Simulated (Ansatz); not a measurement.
# BaRh, a known structure type with other elements, at an estimated volume

```yaml
crystal:
  lattice:
    - [5.03982, 0.00000, 0.00000]
    - [0.00000, 5.03982, 0.00000]
    - [0.00000, 0.00000, 4.05070]
  atoms:
    - { symbol: Rh, position: [0.00000, 0.00000, 0.00000] }
    - { symbol: Ba, position: [0.00000, 0.50000, 0.50000] }
    - { symbol: Ba, position: [0.50000, 0.00000, 0.50000] }
    - { symbol: Rh, position: [0.50000, 0.50000, 0.00000] }
```

The numbers come from plane-wave PAW DFT (Ansatz): r2SCAN, no spin polarisation, 500 eV, 5×5×6 Γ-centred k points, cold occupations (width 0.0111 eV). Nothing was relaxed.

(1) What do density and ELF say about some of the short contacts?

(2) Is it stable against the elements?

(3) Metal or insulator?

(4) Give the Bader charges.

Origin: a known structure type with other elements, at an estimated volume, so it need not be a known compound.

Answers

(1) Rh–Ba at 3.23 Å: least valence density 0.16 e/Å³ and ELF 0.12 there. Rh–Rh at 3.56 Å: least valence density 0.12 e/Å³ and ELF 0.37 there. Ba–Ba at 3.56 Å: least valence density 0.07 e/Å³ and ELF 0.03 there. These are pseudo-fields; inside the PAW spheres they differ from the all-electron ones.

(2) 0.11 eV an atom against the elements' usual phases (free molecules for gases, crystals otherwise, with no correction for O₂ or N₂), so at this geometry it isn't bound against them. Relaxing would lower it.

(3) It is a metal, with about 2.6 states/eV a cell as the mean within 0.25 eV of the Fermi level, mostly Rh d (42 %) and Rh s (36 %).

(4) Bader charges in e: Ba +1.05, Rh -1.05. In the mean Ba gives up most and Rh takes most.
